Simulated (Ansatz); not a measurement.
Single point in Ansatz 0.2.0 with r2SCAN, no spin polarisation. Cutoff 500 eV, PAW datasets, 5×5×5 Γ-centred k mesh, cold filling (width 0.2457 eV).

Computed maps in the lattice plane spanned by a (left to right, 3.66 Å, 11 points from zero) and b (bottom to top, 5.29 Å, 16 points from zero), 110° apart, at height 0.602 along c. The fields are smooth PAW ones with compensation charges, not the true ones near nuclei.

Valence density. Digits on a logarithmic scale: 0 up to 0.03 e/Å³, each further digit a factor of 1.6, 9 from 1.3 e/Å³ up:
```
32124678875
42246788876
32357876886
32468867875
22468888864
22457787643
22345655432
33333433333
65332223456
96432235899
97533358999
97433479999
96433589999
75333589999
53223578997
42223567775
```

ELF. Ten even steps from '0' (0.02) to '9' (0.89):
```
20003689985
20027876787
20169810698
10389702997
00599868994
01489999851
00257776310
00012221000
11000000111
43100002444
64100014655
63100126524
52100146436
31000146556
10000123332
10000234442
```

The cell is AsPd2S2. Which atoms lie within 0.2 Å of this plane, and where (fractions of a and b)?

Pd at (0.81, 0.23), S at (0.59, 0.78). The whole cell:
```
Pd As S
1.0
     0.00000    3.65906    0.00000
     4.96778   -1.82953    0.00000
    -0.04359    1.82953  -10.44079
Pd As S
4 2 4
Cartesian
  3.6109 3.6591 -8.6084
  1.3133 0.0000 -1.8324
  1.0960 3.6591 -6.2864
  3.8282 0.0000 -4.1544
  3.7962 1.8295 -10.2779
  1.1280 1.8295 -0.1629
  0.8868 1.8295 -7.9601
  4.0374 1.8295 -2.4807
  3.8441 1.8295 -6.1768
  1.0801 1.8295 -4.2640
```

Origin: a known structure type with other elements, at an estimated volume, so it need not be a known compound. Caveats: many states at the Fermi level without spin polarisation, so a magnetic state may lie lower; the k mesh is coarse if the cell is a metal; atoms or cell far from equilibrium; wide smearing.
